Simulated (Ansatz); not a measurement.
## Ca7SnN6, one structure, two calculations

Cell: a Materials Project structure (computed, not necessarily an observed phase), atoms as given.

Space group Ibam (No. 72); a = 6.3807, b = 11.8485, c = 12.7763 Å.

| site | Wyckoff | site symmetry | x | y | z |
| --- | --- | --- | --- | --- | --- |
| Ca1 | 8j | ..m | 0.2157 | 0.4524 | 0.5000 |
| Ca5 | 16k | 1 | 0.3771 | 0.2776 | 0.1267 |
| Ca13 | 4b | 222 | 0.0000 | 0.5000 | 0.2500 |
| Sn | 4a | 222 | 0.0000 | 0.0000 | 0.7500 |
| N17 | 16k | 1 | 0.2973 | 0.3855 | 0.3236 |
| N25 | 8j | ..m | 0.1208 | 0.3483 | 0.0000 |

One atom of each set is listed; the run and its k-mesh use a cell of 28 atoms with edges of 9.28, 9.28, 9.28 Å.

First run. Method: Kohn–Sham DFT in Ansatz, PBE, plane waves and PAW, scalar-relativistic, 420 eV cutoff, Γ-centred 5×5×5 k-points, Fermi–Dirac smearing 0.02 eV.

```csv
site,V_zz (10²¹ V/m²),η
Ca1,4.53,0.73
Ca5,-3.56,0.48
Ca13,-4.85,0.77
Sn,10.61,0.27
N17,3.79,0.57
N25,-1.15,0.10
```

Second run. The same atoms and settings, except that the functional is r2SCAN and the cutoff is 500 eV.

(1) Given the first result, estimate the second.

## Answers

(1) 

```json
{"site": "Ca1", "V_zz": "4.70", "η": "0.72", "change of V_zz": "+0.17"}
{"site": "Ca5", "V_zz": "-3.67", "η": "0.47", "change of V_zz": "-0.11"}
{"site": "Ca13", "V_zz": "-5.10", "η": "0.79", "change of V_zz": "-0.25"}
{"site": "Sn", "V_zz": "10.43", "η": "0.27", "change of V_zz": "-0.18"}
{"site": "N17", "V_zz": "3.95", "η": "0.58", "change of V_zz": "+0.16"}
{"site": "N25", "V_zz": "-1.28", "η": "0.13", "change of V_zz": "-0.13"}
```

The largest change of V_zz is on Ca13, from -4.85 to -5.10. In per cent, |V_zz| changes by +3 to +5 on Ca, -2 on Sn, +4 to +11 on N (all sites that start above 0.5). Isomer shifts (Sn against SnO₂, from the density at the nucleus and a line fitted to measured compounds for each functional; the lines scatter by about 0.1 mm/s, so smaller changes between functionals mean little): Sn 0.91 → 0.96 mm/s.

For the first run: Without spin–orbit coupling (the program notes it for Sn) the gradients can shift somewhat, as the gap is small.
For the second run: Without spin–orbit coupling (the program notes it for Sn) the gradients are little affected as a rule: paired runs on crystals with a gap mostly move them by under 2 % at such atoms. With these PAW files V_zz is typically within 2 to 3 % of all-electron values, but misses above 10 % occur on Sn.
